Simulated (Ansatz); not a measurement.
Pd:
```yaml
crystal:
  lattice:
    - [-1.54220, 1.54220, 1.54220]
    - [1.54220, -1.54220, 1.54220]
    - [1.54220, 1.54220, -1.54220]
  atoms:
    - { symbol: Pd, position: [0.00000, 0.00000, 0.00000] }
```

Relaxed with PBEsol. Special points in fractions of this cell's reciprocal vectors: Γ (0.000, 0.000, 0.000); H (0.500, -0.500, 0.500); N (0.000, 0.000, 0.500); P (0.250, 0.250, 0.250).

Question: List the band energies nearest the Fermi level at these points for PBEsol (plane waves, PAW; program Ansatz).

Answer: In eV from the Fermi level; about four levels below and three above (degenerate sets whole), none deeper than 8.9 eV; … stands for higher levels left out; points with the same levels are listed once.

```tsv
k	below	above
Γ	-3.00 -3.00 -3.00 -0.96 -0.96	…
H	-5.32 -5.32	0.24 0.24 0.24
N	-5.39 -4.22 -1.03 -0.71	0.64 1.30 …
P	-3.64 -3.64 -3.64 -0.66 -0.66	8.79 …
```

Space group Im-3m (bcc (W type)). The workflow started from a Materials Project entry (that database holds measured and hypothetical structures alike); the Crystallography Open Database copy checked does not list it. It is not the phase usual at ambient conditions (space group No. 225). The cell was relaxed with PBEsol under the symmetry of its start. At this level the phase is mechanically unstable. No spin polarisation was allowed. Scalar-relativistic: spin–orbit coupling is off unless named, which matters more the heavier the elements.

Potentials: the later of the program's two PAW sets.
